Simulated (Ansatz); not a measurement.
The start is a generated trial cell of Mo in the hcp structure type. The cell and all atomic positions are relaxed at zero pressure with PBEsol (plane waves to 420 eV, PAW, scalar-relativistic; Ansatz, a program for electronic structure). First-step values are on the input's coarse k-mesh.

Ansatz input (later rounds restart from its end on a renewed k-mesh):
Ansatz 0.2 input:
```yaml
crystal:
  lattice:
    - [2.8117361, 0, 0]
    - [-1.405868, 2.4350349, 0]
    - [0, 0, 4.565117]
  atoms:
    - { symbol: Mo, position: [0.33333333, 0.66666667, 0.25] }
    - { symbol: Mo, position: [0.66666667, 0.33333333, 0.75] }
basis: { ecutwfc: 420, ecutrho_ratio: 4, xc_grid: 2, fft_grid_basis: typed }
kpoints: { mp_grid: { grid: [13, 13, 7] } }
hamiltonian:
  xc: pbesol
  dispersion: none
  pseudopotentials: { azcp: { folder: ./paw }, kind: paw }
scf: { occupations: { method: fermi_dirac, width: 0.05 } }
relax: { f_tol: 0.01, max_steps: 100, cell: { stress_tol: 0.02 } }
output: { forces: true, stress: true }
```

Q: What pressure does the first self-consistent step give?

A: -2.1 GPa (negative: the cell is under tension).

Q: By how much does the energy per atom fall from start to end?

A: 0.03 eV/atom.

Q: How do the shortest distances between atoms change?

A: The closest pairs of elements (up to four, under 3.6 Å), start → end: Mo–Mo 2.80 → 2.73 Å.

Q: Is the relaxed structure metallic? Give its gap.

A: Zero (metallic).

The space group stays P6₃/mmc (No. 194) (the run could not lower it); the end is hcp (Mg type), with 2 atoms in the primitive cell. Final values are on a 19×19×10 k-mesh of the relaxed cell. No spin polarisation in the result.

The run could not lose the symmetry of its start: the end is stationary, and may be a saddle point rather than a minimum.

All atoms sit on sites fixed by symmetry, so only the cell could relax.

The relaxed structure here is a generated cell of Mo: the first start was made by placing the elements on the sites of a structure type, and the end was not matched to a known phase here, so it may be hypothetical. Known forms of Mo include space group No. 229.
